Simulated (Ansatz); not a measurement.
BP:
```yaml
crystal:
  lattice:
    - [5.57582, 0.00000, 0.00000]
    - [0.00000, 5.57582, 0.00000]
    - [0.00000, 0.00000, 5.57582]
  atoms:
    - { symbol: B, position: [0.25000, 0.50000, 0.00000] }
    - { symbol: B, position: [0.75000, 0.50000, 0.00000] }
    - { symbol: B, position: [0.00000, 0.25000, 0.50000] }
    - { symbol: B, position: [0.00000, 0.75000, 0.50000] }
    - { symbol: B, position: [0.50000, 0.00000, 0.25000] }
    - { symbol: B, position: [0.50000, 0.00000, 0.75000] }
    - { symbol: P, position: [0.50000, 0.25000, 0.00000] }
    - { symbol: P, position: [0.50000, 0.75000, 0.00000] }
    - { symbol: P, position: [0.00000, 0.50000, 0.25000] }
    - { symbol: P, position: [0.00000, 0.50000, 0.75000] }
    - { symbol: P, position: [0.25000, 0.00000, 0.50000] }
    - { symbol: P, position: [0.75000, 0.00000, 0.50000] }
```

Relaxed with r²SCAN. 

HSE06 on this cell (Ansatz, a first-principles code, PAW) gives a gap of 1.30 eV. What does r²SCAN give?

0.64 eV.

Cost on shared cores: the r²SCAN run (SCF on a 5×5×5 mesh, then bands and DOS) about 120 core-seconds (a rough figure), the HSE06 run (SCF on 3×3×3, then a few points) roughly 2.1 core-minutes; the tasks are unlike.

Space group Pm-3n. The start of the workflow was typed in or built on a structure type; neither database checked (COD, Materials Project) lists it. It is not the phase usual at ambient conditions (space group No. 216). The r²SCAN relaxation kept the symmetry of its start; whether a distortion lowers the energy is not shown.

Potentials: the earlier of the program's two PAW sets.

Ansatz is a plane-wave DFT program.
